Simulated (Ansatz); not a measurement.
B$_{4}$C:
```cif
data_C9B36
_chemical_formula_sum 'B36 C9'
_space_group_name_H-M_alt 'R-3m :H'
_space_group_IT_number 166
_space_group_name_Hall '-R 3 2"'
_cell_length_a 5.63237
_cell_length_b 5.63237
_cell_length_c 12.07606
_cell_angle_alpha 90.000
_cell_angle_beta 90.000
_cell_angle_gamma 120.000
loop_
_atom_site_label
_atom_site_type_symbol
_atom_site_symmetry_multiplicity
_atom_site_Wyckoff_symbol
_atom_site_fract_x
_atom_site_fract_y
_atom_site_fract_z
_atom_site_occupancy
B1 B 18 h 0.16734 0.33469 0.02623 1
B2 B 18 h 0.21589 0.10794 0.11387 1
C1 C 6 c 0.00000 0.00000 0.39024 1
C2 C 3 b 0.00000 0.00000 0.50000 1
```
(The calculation used a cell of 15 atoms; values per cell refer to that cell.)

Relaxed with r²SCAN.

**Question.** Tabulate the valence density and the electron localisation function along the shortest B–C contact (1.66 Å), r²SCAN in the plane-wave PAW code Ansatz.

**Answer.** 

```tsv
distance from B (Å)	density (e/Å³)	ELF
0.17	0.35	0.00
0.25	0.49	0.03
0.33	0.64	0.15
0.42	0.76	0.40
0.50	0.85	0.67
0.58	0.92	0.82
0.66	0.96	0.90
0.75	1.01	0.93
0.83	1.09	0.94
0.91	1.20	0.93
1.00	1.33	0.91
1.08	1.49	0.87
1.16	1.64	0.80
1.25	1.77	0.65
1.33	1.83	0.42
1.41	1.83	0.19
1.50	1.79	0.06
```

The density is the valence pseudo-density with augmentation charge, so density and ELF within about 1 Å of a nucleus are not all-electron values.

The first step of the workflow began from a Materials Project structure, measured or hypothetical; the Crystallography Open Database copy checked does not list it. Whether it is the stable phase at ambient conditions was not checked. The r²SCAN relaxation kept the symmetry of its start; its stability against distortions is not shown here.

Potentials: the later of the program's two PAW sets.
